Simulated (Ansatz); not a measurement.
In DFT-r²SCAN in the program Ansatz with PAW potentials, ZrTa in the orthorhombic phase (Pmma; Ta on 2e, Zr on 2f) relaxes to a = 4.657 Å, b = 3.570 Å, c = 4.971 Å. Its formation energy from the elements is 0.17 eV/atom, with no fitted shifts.

Electronic character: metallic (no gap). Gap from r²SCAN with spin–orbit coupling: none (metallic).

An equation-of-state fit gives a bulk modulus of 122 GPa. Bader charges are Ta -0.90, Zr +0.90 e.

The start of the workflow was typed in or built on a structure type; neither database checked (COD, Materials Project) lists it. Its standing as an ambient phase is unchecked. Symmetry was held in the r²SCAN relaxation; its stability against distortions is not shown here. The run is not spin-polarised. Its formation energy is positive at this level, so the cell may be metastable or incomplete. Axis ratios of metals converge slowly with the k-mesh, so a and c are less sure than the volume. The references are the lowest solids computed at this level, not always the standard phases. Spin–orbit coupling is left out wherever it is not named.

Potentials: the earlier of the program's two PAW sets.
